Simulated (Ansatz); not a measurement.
This is a band-structure calculation with the PAW code Ansatz on InSe (started from an entry of an open crystallographic database); the level of theory is PBE. The geometry is the r2SCAN+rVV10 minimum.

```yaml
crystal:
  lattice:
    - [4.0181119053, 0.0, 0.0]
    - [-2.0090559527, 3.4797869852, 0.0]
    - [0.0, 0.0, 16.9256135378]
  atoms:
    - { symbol: In, position: [0.3333333333, 0.6666666667, 0.1677023332] }
    - { symbol: In, position: [0.6666666667, 0.3333333333, 0.6677023332] }
    - { symbol: In, position: [0.3333333333, 0.6666666667, 0.3322976668] }
    - { symbol: In, position: [0.6666666667, 0.3333333333, 0.8322976668] }
    - { symbol: Se, position: [0.3333333333, 0.6666666667, 0.5927860119] }
    - { symbol: Se, position: [0.6666666667, 0.3333333333, 0.0927860119] }
    - { symbol: Se, position: [0.3333333333, 0.6666666667, 0.9072139881] }
    - { symbol: Se, position: [0.6666666667, 0.3333333333, 0.4072139881] }
kpoints:
  mp_grid: { grid: [12, 12, 2] }
  band_path:
    path:
      - [[0.0, 0.0, 0.0], [0.5, 2.829180953162e-17, 2.54524421968e-19], [0.3333333333333, 0.3333333333333, 5.090488439319e-19], [0.0, 0.0, 0.0], [1.497013350227e-47, 1.113636255306e-36, 0.5], [0.5, 2.830263917618e-17, 0.5], [0.3333333333333, 0.3333333333333, 0.5], [1.497013350227e-47, 1.113636255306e-36, 0.5]]
      - [[0.5, 2.830263917618e-17, 0.5], [0.5, 2.829180953162e-17, 2.54524421968e-19]]
      - [[0.3333333333333, 0.3333333333333, 0.5], [0.3333333333333, 0.3333333333333, 5.090488439319e-19]]
    npoints: 10
hamiltonian:
  xc: pbe
scf:
  occupations: { method: fermi_dirac, width: 0.02 }
  n_extra_bands: 6
output:
  forces: true
  stress: true
  eigenvalues: true
  write_density: true
  write_potential: true
  elf: true
  volumetric_format: npy
```

Some lines of the output have been replaced by numbered gaps.
```
scf.n_extra_bands = 6 over 58 filled bands (N_el = 116.0): the run solves 64 bands
Pseudopotential: In, paw, valence charge 13, recommended cutoff 420 eV (normal)
Pseudopotential: Se, paw, valence charge 16, recommended cutoff 420 eV (normal)
Functional definition: PBE
Crystal: 8 atoms, lattice volume = 236.657 Å³
Basis set: ecut = 420 eV, 4653 PW (Γ)
Symmetry: 24 space group operations
Space group: P63/mmc (ITA 194)
k-points: 38 of 288
SCF 1 converged in 6 iterations: F = -44271.772498 eV  dr2 = 4.34e-8
SCF converged after 6 iterations
Free energy (F): -44271.772498 eV
[1]
--- Per-component energies (eV) ---
  E_band       = -1841.559658
  E_kinetic    = 1446.253802
  E_local      = -15931.454380
  E_nonlocal   = -914.209173
  E_hartree    = 7342.849480
  E_xc         = -1277.842072
  E_vxc        = -789.527305
  E_paw        = -24265.389264
  E_vpaw       = -338.334792
  E_ewald      = -10671.978599
--- Forces (eV/Å), atoms counted from 1 ---
[2]
--- Stress (GPa, compression-positive) ---
[3]
--- Band table (eV; the first three rows and the last of 38) ---
[4]
```

The rows of the band table are 0: (0, 0, 0) = Γ, 1: (0, 0, -1/2) = A, 2: (0, 0.083, 0), 37: (1/3, 1/3, -1/2) = H.

**Question.** Fill in the blanks. They hold the stress, the Fermi energy and the band table, the forces.

**Answer.**
```
[1]
Fermi energy:    7.332476 eV
[2]
  atom   1  In      0.00000      0.00000      0.11598
  atom   2  In      0.00000      0.00000      0.11598
  atom   3  In      0.00000      0.00000    -0.11598
  atom   4  In      0.00000      0.00000    -0.11598
  atom   5  Se      0.00000      0.00000    -0.19500
  atom   6  Se      0.00000      0.00000    -0.19500
  atom   7  Se      0.00000      0.00000      0.19500
  atom   8  Se      0.00000      0.00000      0.19500
[3]
        2.447058       0.000000       0.000000
        0.000000       2.447058       0.000000
        0.000000       0.000000       2.356810
  P = ⅓ Tr σ = 2.4170 GPa (24.170 kbar)
[4]
  k-point 0: bands = […, 5.8231, 5.9140, 5.9140, 5.9925, 5.9925, 7.1032, 7.5526, 8.7790, 9.2347, 9.2529, …]
  k-point 1: bands = […, 5.9616, 5.9616, 5.9616, 5.9616, 6.2458, 6.2458, 8.3291, 8.3291, 9.2480, 9.2480, …]
  k-point 2: bands = […, 5.6536, 5.7376, 5.8327, 5.9224, 5.9851, 7.0566, 8.0620, 8.9930, 9.5884, 9.6329, …]
  k-point 37: bands = […, 4.5606, 4.5606, 4.7779, 4.7779, 5.5406, 5.5406, 8.9202, 8.9202, 9.4856, 9.4856, …]
```
Only the leading digits can be foreseen; the rest is this run's record.

Run as `ansatz run input.yaml --threads 4 --pin off --max-ram 7372MiB --backend cpu --events-out ev --progress --plain --runs-dir out`. Wall time 20 s on 4 threads of Arm Neoverse V1, on a shared host, load about 0.5 per core; peak host memory 1.2 GiB.

The values are computed, spin-unpolarised, and not measurements.

No spin-orbit coupling is included; it can move band edges with weight on the heavy atoms by tenths of an eV.
